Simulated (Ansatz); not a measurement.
Nb:
```
Nb
1.0
   -1.65107     1.65107     1.65107
    1.65107    -1.65107     1.65107
    1.65107     1.65107    -1.65107
Nb
1
Direct
  0.00000   0.00000   0.00000
```

Relaxed with r²SCAN. Special points in fractions of this cell's reciprocal vectors: Γ (0.000, 0.000, 0.000); H (0.500, -0.500, 0.500); N (0.000, 0.000, 0.500); P (0.250, 0.250, 0.250).

**Question.** List the band energies nearest the Fermi level at these points for plane-wave PAW r²SCAN (Ansatz code).

**Answer.** In eV from the Fermi level; about four levels below and three above (degenerate sets whole), none deeper than 8.9 eV; … stands for higher levels left out; points with the same levels are listed once.

```
k              below           above
-  -----------------  --------------
Γ              -6.26  0.45 0.45 0.45
H        -3.88 -3.88               …
N        -3.89 -1.70     2.27 3.60 …
P  -1.17 -1.17 -1.17               …
```

Space group Im-3m (bcc (W type)). Symmetry was held in the r²SCAN relaxation. No spin polarisation was allowed. Scalar-relativistic: spin–orbit coupling is off unless named, which matters more the heavier the elements.

Potentials: the later of the program's two PAW sets.
